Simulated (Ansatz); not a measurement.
Ansatz run, V₇Ga₃

The input, for Ansatz 0.2.0 (plane waves, PAW):

```yaml
crystal:
  lattice:
    - [0.0, 3.166339, 0.0]
    - [5.123193, -1.58317, 0.0]
    - [0.064211, 0.0, -8.361001]
  atoms:
    - { symbol: V, position: [0.63, 0.26, 0.9] }
    - { symbol: V, position: [0.37, 0.74, 0.1] }
    - { symbol: Ga, position: [0.0, 0.0, 0.0] }
    - { symbol: V, position: [0.5, 0.0, 0.5] }
    - { symbol: Ga, position: [0.29, 0.58, 0.86] }
    - { symbol: Ga, position: [0.71, 0.42, 0.14] }
    - { symbol: V, position: [0.8, 0.6, 0.39] }
    - { symbol: V, position: [0.2, 0.4, 0.61] }
    - { symbol: V, position: [0.92, 0.84, 0.76] }
    - { symbol: V, position: [0.08, 0.16, 0.24] }
  symmetry: { tolerance: 0.0003 }
kpoints:
  mp_grid: { grid: [7, 7, 3], shift: [0, 0, 0] }
  band_path:
    path:
      - [0.0, 0.0, 0.0]
      - [0.54774952, -0.27387476, 0.0]
      - [0.45225048, -0.72612524, 0.0]
      - [0.0, -0.5, 0.0]
      - [0.0, 0.0, 0.0]
      - [0.0, -0.5, -0.5]
      - [0.45269985, -0.72634993, -0.5]
      - [0.54730015, -0.27365007, -0.5]
      - [0.0, 0.0, -0.5]
      - [0.0, 0.0, 0.0]
      - [0.5, -0.5, -0.5]
    npoints: 6
magnetization:
  spin_polarized: false
scf:
  occupations: { method: fermi_dirac }
  lower_state_search: "off"
  max_iter: 200
hamiltonian:
  pseudopotentials: { kind: paw }
  xc: pbe
basis:
  ecutwfc: 420
  fft_grid_basis: typed
output:
  forces: true
  stress: true
  eigenvalues: true
  populations: true
  elf: true
  write_potential: true
  volumetric_format: npy
  dos:
    e_range: [-12, 8]
    de: 0.05
    projected: { site_lists: { Ga: [Ga], V: [V] } }
checkpoint:
  read: saved_state
```

The saved state is an earlier solution for the same cell, perhaps on another mesh. 

Excerpt of what it printed:

```
SCF iter   1: F=—  Δρ=2.29e-3  dr2=1.92e-2
SCF iter   2: F=—  Δρ=1.09e-3  dr2=4.93e-3
SCF iter   3: F=—  Δρ=1.53e-4  dr2=7.86e-5
SCF iter   4: F=—  Δρ=9.05e-5  dr2=7.70e-6
SCF iter   5: F=—  Δρ=3.03e-5  dr2=1.72e-6
SCF iter   6: F=—  Δρ=9.95e-6  dr2=1.86e-7
SCF iter   7: F=-31726.2265 eV  Δρ=3.37e-6  dr2=3.48e-8
Free energy (F): -31726.2265 eV
Harris-Foulkes:  -31726.2265 eV  (|F-HF|=2.72e-8)
Internal energy: -31725.8615 eV  (E = F + TS)
E sigma→0 (E₀):  -31726.0440 eV
Entropy (-TS):   -0.3650 eV (-36.496 meV/atom)
Fermi energy:    15.7106 eV
--- Forces (eV/Å), atoms counted from 1 ---
  atom   1  V     -0.5931     0.0000     4.4226
  atom   2  V      0.5931     0.0000    -4.4226
  atom   3  Ga     0.0000     0.0000     0.0000
  atom   4  V      0.0000     0.0000     0.0000
  atom   5  Ga    -1.4129     0.0000     0.8560
  atom   6  Ga     1.4129     0.0000    -0.8560
  atom   7  V      1.0362     0.0000    -2.4775
  atom   8  V     -1.0362     0.0000     2.4775
  atom   9  V      1.5231     0.0000     6.4864
  atom  10  V     -1.5231     0.0000    -6.4864
--- Stress (GPa, compression-positive) ---
       30.8944       0.0000      -2.5265
        0.0000      31.6063       0.0000
       -2.5265       0.0000      35.8067
  P = ⅓ Tr σ = 32.7691 GPa (327.691 kbar)
--- Löwdin populations: 10 sites ---
  site symbol       q [e]
     0      V     12.6284
     1      V     12.6284
     2     Ga     13.5410
     3      V     12.6887
     4     Ga     13.6172
     5     Ga     13.6172
     6      V     12.6242
     7      V     12.6242
     8      V     12.6488
     9      V     12.6488
  spilling = 0.0056 (of n_electrons = 130.0000)
```

Origin: a known structure type with other elements, at an estimated volume, so it need not be a known compound. Caveats: no spin polarisation, so a magnetic state may lie lower; atoms or cell far from equilibrium.
